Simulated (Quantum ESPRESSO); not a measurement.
## Calculated data, Hf$_{2}$Ta$_{2}$AlMo$_{3}$ (simulated cell)

Calculation on a made-up metal alloy cell, not a measurement: no spin or spin-orbit, unrelaxed, 2900 K smearing, stress positive in tension, cell energy less fitted offsets; periodic Kohn-Sham density functional theory in plane waves with PseudoDojo standard norm-conserving scalar-relativistic pseudopotentials, each functional with its own files (v0.5 for PBE, v0.4.1 for LDA and PBEsol), eight atoms on drawn sites of a strained close-packed or body-centred lattice, each displaced and held fixed; the energy is the cell's free energy, ions and the entropy term -TS included, at the stated Fermi-Dirac width, less a fixed offset for each atom's element (shifted free energy); compositions with an open d shell lost a parallel starting moment in a cheaper test run, and other magnetic orders were not tried; an error bar is the largest change of its kind in a tighter rerun, never given below 0.002 eV, 0.02 GPa or 0.003 eV/angstrom, and covers cutoff and k-mesh only, not smearing or the files. Program: Quantum ESPRESSO 7.5.

Common to all runs: lattice type hexagonal close-packed; functional pbe; cutoff 1088 eV; fermi dirac smearing 0.25 eV; electrons removed 0; run command mpirun -np 4 pw.x -nk 4 -in in; run processor Intel Xeon, 2023 or later, virtual cores; k mesh 5 x 5 x 5 shifted half a step off Gamma on each axis.

Notes on all entries: heavy elements are run without spin-orbit coupling, which real alloys of them have; a spin test at this wide smearing found no moment, but such smearing suppresses magnetism that the real alloy may have; lattice, volume and sites are drawn at random and may be unstable or far from any real phase; energies are for the whole cell, less offsets fitted to these runs, so they are not formation energies.

(1) 
```cif
# cell vector a (Å): 0.0000 5.2171 0.0000
# cell vector b (Å): 3.0121 0.0000 4.8592
# cell vector c (Å): 3.0121 0.0000 -4.8592
data_Hf2Ta2AlMo3
_symmetry_space_group_name_H-M 'P 1'
_symmetry_Int_Tables_number 1
_cell_length_a 5.2171
_cell_length_b 5.7170
_cell_length_c 5.7170
_cell_angle_alpha 116.412
_cell_angle_beta 90.000
_cell_angle_gamma 90.000
_cell_volume 152.72
loop_
_atom_site_label
_atom_site_type_symbol
_atom_site_fract_x
_atom_site_fract_y
_atom_site_fract_z
_atom_site_occupancy
Ta1 Ta 0.00723 0.99869 0.99819 1
Mo1 Mo 0.00445 0.50993 0.49621 1
Al1 Al 0.33471 0.26755 0.73975 1
Ta2 Ta 0.33816 0.74203 0.24157 1
Hf1 Hf 0.50486 0.22972 0.24135 1
Hf2 Hf 0.50591 0.75233 0.75343 1
Mo2 Mo 0.83717 0.99341 0.49399 1
Mo3 Mo 0.82427 0.48436 0.99465 1
_calc_entropy_term_negative_ts -2.089  # eV
_calc_pressure -7.2  # GPa
_calc_stress_xx 7.27  # GPa
_calc_stress_yy 9.82  # GPa
_calc_stress_zz 4.52  # GPa
_calc_stress_yz -0.76  # GPa
_calc_stress_xz 0.0279  # GPa
_calc_stress_xy -0.12  # GPa
_calc_shifted_free_energy -0.046  # eV
```

Atoms:
| atoms element | atom site | atom energy offset (eV) |
| --- | --- | --- |
| Ta | 1 | -1771.44 |
| Mo | 2 | -1911.95 |
| Al | 3 | -63.26 |
| Ta | 4 | -1771.44 |
| Hf | 5 | -1535.13 |
| Hf | 6 | -1535.13 |
| Mo | 7 | -1911.95 |
| Mo | 8 | -1911.95 |

Forces:
| site | x (eV/Å) | y (eV/Å) | z (eV/Å) |
| --- | --- | --- | --- |
| 1 | 0.036 | 0.141 | 0.235 |
| 2 | 0.011 | 0.397 | -0.211 |
| 3 | -0.243 | -0.418 | -0.779 |
| 4 | 0.011 | -0.168 | -0.531 |
| 5 | 1.002 | -0.064 | 0.547 |
| 6 | -0.72 | -0.038 | 0.552 |
| 7 | 0.137 | 0.098 | 0.043 |
| 8 | -0.234 | 0.052 | 0.144 |

Notes: error bars: energy 0.002 eV, stress 0.02 GPa, force 0.0035 eV/Å, from a tighter rerun of a related cell, whose elements or sites may differ; 17 SCF iterations, 408 s of wall time on a shared machine.

(2) 
```cif
# cell vector a (Å): 0.0000 5.2171 0.0000
# cell vector b (Å): 3.0121 0.0000 4.8592
# cell vector c (Å): 3.0121 0.0000 -4.8592
data_Hf2Ta2AlMo3
_symmetry_space_group_name_H-M 'P 1'
_symmetry_Int_Tables_number 1
_cell_length_a 5.2171
_cell_length_b 5.7170
_cell_length_c 5.7170
_cell_angle_alpha 116.412
_cell_angle_beta 90.000
_cell_angle_gamma 90.000
_cell_volume 152.72
loop_
_atom_site_label
_atom_site_type_symbol
_atom_site_fract_x
_atom_site_fract_y
_atom_site_fract_z
_atom_site_occupancy
Ta1 Ta 0.00723 0.99869 0.99819 1
Mo1 Mo 0.00445 0.50993 0.49621 1
Hf1 Hf 0.33471 0.26755 0.73975 1
Mo2 Mo 0.33816 0.74203 0.24157 1
Al1 Al 0.50486 0.22972 0.24135 1
Hf2 Hf 0.50591 0.75233 0.75343 1
Ta2 Ta 0.83717 0.99341 0.49399 1
Mo3 Mo 0.82427 0.48436 0.99465 1
_calc_entropy_term_negative_ts -2.005  # eV
_calc_pressure -7.56  # GPa
_calc_stress_xx 10.62  # GPa
_calc_stress_yy 7.58  # GPa
_calc_stress_zz 4.49  # GPa
_calc_stress_yz -1.75  # GPa
_calc_stress_xz 0.38  # GPa
_calc_stress_xy 0.25  # GPa
_calc_shifted_free_energy -0.322  # eV
```

Atoms:
| atoms element | atom site | atom energy offset (eV) |
| --- | --- | --- |
| Ta | 1 | -1771.44 |
| Mo | 2 | -1911.95 |
| Hf | 3 | -1535.13 |
| Mo | 4 | -1911.95 |
| Al | 5 | -63.26 |
| Hf | 6 | -1535.13 |
| Ta | 7 | -1771.44 |
| Mo | 8 | -1911.95 |

Forces:
| site | x (eV/Å) | y (eV/Å) | z (eV/Å) |
| --- | --- | --- | --- |
| 1 | 0.388 | 0.174 | -0.489 |
| 2 | -0.413 | 0.073 | 0.341 |
| 3 | -0.253 | -0.687 | -0.919 |
| 4 | 0.285 | 0.013 | -0.202 |
| 5 | 0.401 | -0.025 | 0.607 |
| 6 | -0.169 | 0.163 | 0.549 |
| 7 | -0.526 | 0.216 | 0.546 |
| 8 | 0.287 | 0.074 | -0.432 |

Notes: error bars: energy 0.002 eV, stress 0.02 GPa, force 0.0035 eV/Å, from a tighter rerun of a related cell, whose elements or sites may differ; 17 SCF iterations, 375 s of wall time on a shared machine.

(3) 
```cif
# cell vector a (Å): 0.0000 5.2171 0.0000
# cell vector b (Å): 3.0121 0.0000 4.8592
# cell vector c (Å): 3.0121 0.0000 -4.8592
data_Hf2Ta2AlMo3
_symmetry_space_group_name_H-M 'P 1'
_symmetry_Int_Tables_number 1
_cell_length_a 5.2171
_cell_length_b 5.7170
_cell_length_c 5.7170
_cell_angle_alpha 116.412
_cell_angle_beta 90.000
_cell_angle_gamma 90.000
_cell_volume 152.72
loop_
_atom_site_label
_atom_site_type_symbol
_atom_site_fract_x
_atom_site_fract_y
_atom_site_fract_z
_atom_site_occupancy
Mo1 Mo 0.00723 0.99869 0.99819 1
Mo2 Mo 0.00445 0.50993 0.49621 1
Hf1 Hf 0.33471 0.26755 0.73975 1
Ta1 Ta 0.33816 0.74203 0.24157 1
Mo3 Mo 0.50486 0.22972 0.24135 1
Hf2 Hf 0.50591 0.75233 0.75343 1
Al1 Al 0.83717 0.99341 0.49399 1
Ta2 Ta 0.82427 0.48436 0.99465 1
_calc_entropy_term_negative_ts -1.972  # eV
_calc_pressure -7.27  # GPa
_calc_stress_xx 9.02  # GPa
_calc_stress_yy 7.45  # GPa
_calc_stress_zz 5.33  # GPa
_calc_stress_yz 0.57  # GPa
_calc_stress_xz 0.01934  # GPa
_calc_stress_xy -0.06222  # GPa
_calc_shifted_free_energy -0.104  # eV
```

Atoms:
| atoms element | atom site | atom energy offset (eV) |
| --- | --- | --- |
| Mo | 1 | -1911.95 |
| Mo | 2 | -1911.95 |
| Hf | 3 | -1535.13 |
| Ta | 4 | -1771.44 |
| Mo | 5 | -1911.95 |
| Hf | 6 | -1535.13 |
| Al | 7 | -63.26 |
| Ta | 8 | -1771.44 |

Forces:
| site | x (eV/Å) | y (eV/Å) | z (eV/Å) |
| --- | --- | --- | --- |
| 1 | 0.314 | 0.069 | -0.104 |
| 2 | -0.409 | -0.013 | 0.077 |
| 3 | -0.923 | -0.659 | -0.931 |
| 4 | 0.363 | -0.36 | -0.231 |
| 5 | 0.185 | -0.033 | -0.102 |
| 6 | 0.107 | 0.335 | 1.271 |
| 7 | -0.125 | 0.163 | 0.397 |
| 8 | 0.489 | 0.498 | -0.377 |

Notes: error bars: energy 0.002 eV, stress 0.02 GPa, force 0.0035 eV/Å, from a tighter rerun of a related cell, whose elements or sites may differ; 17 SCF iterations, 328 s of wall time on a shared machine.

(4) 
```cif
# cell vector a (Å): 0.0000 5.2171 0.0000
# cell vector b (Å): 3.0121 0.0000 4.8592
# cell vector c (Å): 3.0121 0.0000 -4.8592
data_Hf2Ta2AlMo3
_symmetry_space_group_name_H-M 'P 1'
_symmetry_Int_Tables_number 1
_cell_length_a 5.2171
_cell_length_b 5.7170
_cell_length_c 5.7170
_cell_angle_alpha 116.412
_cell_angle_beta 90.000
_cell_angle_gamma 90.000
_cell_volume 152.72
loop_
_atom_site_label
_atom_site_type_symbol
_atom_site_fract_x
_atom_site_fract_y
_atom_site_fract_z
_atom_site_occupancy
Hf1 Hf 0.00723 0.99869 0.99819 1
Mo1 Mo 0.00445 0.50993 0.49621 1
Mo2 Mo 0.33471 0.26755 0.73975 1
Al1 Al 0.33816 0.74203 0.24157 1
Mo3 Mo 0.50486 0.22972 0.24135 1
Hf2 Hf 0.50591 0.75233 0.75343 1
Ta1 Ta 0.83717 0.99341 0.49399 1
Ta2 Ta 0.82427 0.48436 0.99465 1
_calc_entropy_term_negative_ts -2.091  # eV
_calc_pressure -7.27  # GPa
_calc_stress_xx 11.09  # GPa
_calc_stress_yy 7.08  # GPa
_calc_stress_zz 3.64  # GPa
_calc_stress_yz -0.42  # GPa
_calc_stress_xz 0.88  # GPa
_calc_stress_xy 0.17  # GPa
_calc_shifted_free_energy -0.171  # eV
```

Atoms:
| atoms element | atom site | atom energy offset (eV) |
| --- | --- | --- |
| Hf | 1 | -1535.13 |
| Mo | 2 | -1911.95 |
| Mo | 3 | -1911.95 |
| Al | 4 | -63.26 |
| Mo | 5 | -1911.95 |
| Hf | 6 | -1535.13 |
| Ta | 7 | -1771.44 |
| Ta | 8 | -1771.44 |

Forces:
| site | x (eV/Å) | y (eV/Å) | z (eV/Å) |
| --- | --- | --- | --- |
| 1 | 0.367 | 0.384 | -0.271 |
| 2 | -0.314 | -0.082 | 0.109 |
| 3 | -0.406 | -0.02 | -0.198 |
| 4 | 0.087 | -0.214 | -0.505 |
| 5 | 0.829 | -0.038 | 0.142 |
| 6 | -0.767 | -0.14 | 0.465 |
| 7 | 0.03 | 0.119 | 0.543 |
| 8 | 0.174 | -0.009 | -0.286 |

Notes: error bars: energy 0.002 eV, stress 0.02 GPa, force 0.0035 eV/Å, from a tighter rerun of a related cell, whose elements or sites may differ; 17 SCF iterations, 277 s of wall time on a shared machine.

(5) 
```cif
# cell vector a (Å): 0.0000 5.2171 0.0000
# cell vector b (Å): 3.0121 0.0000 4.8592
# cell vector c (Å): 3.0121 0.0000 -4.8592
data_Hf2Ta2AlMo3
_symmetry_space_group_name_H-M 'P 1'
_symmetry_Int_Tables_number 1
_cell_length_a 5.2171
_cell_length_b 5.7170
_cell_length_c 5.7170
_cell_angle_alpha 116.412
_cell_angle_beta 90.000
_cell_angle_gamma 90.000
_cell_volume 152.72
loop_
_atom_site_label
_atom_site_type_symbol
_atom_site_fract_x
_atom_site_fract_y
_atom_site_fract_z
_atom_site_occupancy
Al1 Al 0.00723 0.99869 0.99819 1
Ta1 Ta 0.00445 0.50993 0.49621 1
Ta2 Ta 0.33471 0.26755 0.73975 1
Mo1 Mo 0.33816 0.74203 0.24157 1
Hf1 Hf 0.50486 0.22972 0.24135 1
Hf2 Hf 0.50591 0.75233 0.75343 1
Mo2 Mo 0.83717 0.99341 0.49399 1
Mo3 Mo 0.82427 0.48436 0.99465 1
_calc_entropy_term_negative_ts -1.948  # eV
_calc_pressure -7.2  # GPa
_calc_stress_xx 7.33  # GPa
_calc_stress_yy 8.16  # GPa
_calc_stress_zz 6.1  # GPa
_calc_stress_yz 0.0154  # GPa
_calc_stress_xz 0.11  # GPa
_calc_stress_xy 0.4  # GPa
_calc_shifted_free_energy -0.024  # eV
```

Atoms:
| atoms element | atom site | atom energy offset (eV) |
| --- | --- | --- |
| Al | 1 | -63.26 |
| Ta | 2 | -1771.44 |
| Ta | 3 | -1771.44 |
| Mo | 4 | -1911.95 |
| Hf | 5 | -1535.13 |
| Hf | 6 | -1535.13 |
| Mo | 7 | -1911.95 |
| Mo | 8 | -1911.95 |

Forces:
| site | x (eV/Å) | y (eV/Å) | z (eV/Å) |
| --- | --- | --- | --- |
| 1 | -0.067 | 0.032 | -0.117 |
| 2 | -0.179 | 0.048 | 0.107 |
| 3 | -0.164 | -0.583 | -1.599 |
| 4 | 0.103 | -0.202 | 0.28 |
| 5 | 0.427 | -0.016 | 0.481 |
| 6 | -0.089 | -0.032 | 0.644 |
| 7 | -0.197 | 0.395 | -0.036 |
| 8 | 0.165 | 0.358 | 0.241 |

Notes: error bars: energy 0.002 eV, stress 0.02 GPa, force 0.0035 eV/Å, from a tighter rerun of this cell; 18 SCF iterations, 337 s of wall time on a shared machine.
